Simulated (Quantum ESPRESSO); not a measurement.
# Where does N sit best among P sites?

The results below are calculated, not measured. They come from pw.x of Quantum ESPRESSO 7.5, a plane-wave density functional program, with PseudoDojo standard norm-conserving files (v0.5 for PBE, v0.4.1 for LDA and PBEsol). The cells are made up: elements, strain and atom displacements were drawn at random, and nothing was relaxed. There is no spin polarisation, spin-orbit coupling or dispersion term.

The cell has 8 sites of a zincblende or diamond lattice. Sites 1 to 4 hold Ga Ga Ga Ga; sites 5 to 8 hold X X X X. Cell vectors in Å: (5.519, -0.089, -0.019); (-0.089, 5.323, -0.093); (-0.019, -0.093, 5.505). Settings: PBE, cutoff 1143 eV, 6 x 6 x 6 k mesh shifted by half a step, Fermi-Dirac smearing of 0.1 eV.

In each run one of the sites marked X holds N and the others hold P; cell and positions stay the same. E is the free energy of the cell.

```
site of the guest,first shell,mean distance (Å),E above the lowest (eV),P (GPa),force on the guest (eV/Å)
5,Ga4,2.434,0.725,-2.90,0.561
6,Ga4,2.392,0.697,-3.12,0.422
7,Ga4,2.312,0.000,-4.61,0.603
8,Ga4,2.323,0.151,-4.31,0.391
```

A rerun of one of these cells at 1437 eV and k mesh 8 x 8 x 8 moved values by no more than 0.004 eV in the cell's energy, 0.02 GPa in stress and 0.002 eV/Å in force.

## Reading the table

Site 7 is lowest, by 0.151 eV, over three times the rerun's bound. A straight line of energy against the mean distance has a slope of 6.2 ± 1.3 eV/Å, so the guest costs less on the tighter sites. The positions are random and not relaxed, so the differences hold for this frozen cell and are not site preferences of a real crystal.